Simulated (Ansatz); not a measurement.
## Sn, first-principles data

Sn:
```cif
data_Sn24
_chemical_formula_sum 'Sn24'
_space_group_name_H-M_alt 'Cmcm'
_space_group_IT_number 63
_space_group_name_Hall '-C 2c 2'
_cell_length_a 4.70299
_cell_length_b 13.05264
_cell_length_c 15.52515
_cell_angle_alpha 90.000
_cell_angle_beta 90.000
_cell_angle_gamma 90.000
loop_
_atom_site_label
_atom_site_type_symbol
_atom_site_symmetry_multiplicity
_atom_site_Wyckoff_symbol
_atom_site_fract_x
_atom_site_fract_y
_atom_site_fract_z
_atom_site_occupancy
Sn1 Sn 8 f 0.00000 0.24403 0.55474 1
Sn2 Sn 8 f 0.00000 0.57047 0.15743 1
Sn3 Sn 8 f 0.00000 0.02880 0.59054 1
```
(The calculation used a cell of 12 atoms; values per cell refer to that cell.)

Space group Cmcm (No. 63); conventional cell a = 4.703 Å, b = 13.053 Å, c = 15.525 Å, α = β = γ = 90.00°.

Method: DFT-PBE in the program Ansatz with PAW potentials. The cell and atoms are relaxed at this level. Other levels are named where they apply.

Cell and energy:

- Volume per atom: 39.71 Å³
- Density: 4.96 g/cm³

Electronic structure:

- Electronic character = no gap, with almost no states at the Fermi level (zero-gap or semimetallic)
- Density of states at the Fermi level = 0.01 states/eV per atom (mean over ±0.08 eV)

Mechanics:

* **Bulk modulus (Birch–Murnaghan fit)**: 30.5 GPa
* **Pressure derivative B′**: 4.7

The start of the workflow was typed in or built on a structure type; neither database checked (COD, Materials Project) lists it. It is not the phase usual at ambient conditions (space group No. 141). Symmetry was held in the PBE relaxation; whether a distortion lowers the energy is not shown. Axis ratios of metals converge slowly with the k-mesh, so a and c are less sure than the volume. Scalar-relativistic: spin–orbit coupling is off unless named, which matters more the heavier the elements.

Potentials: the earlier of the program's two PAW sets.
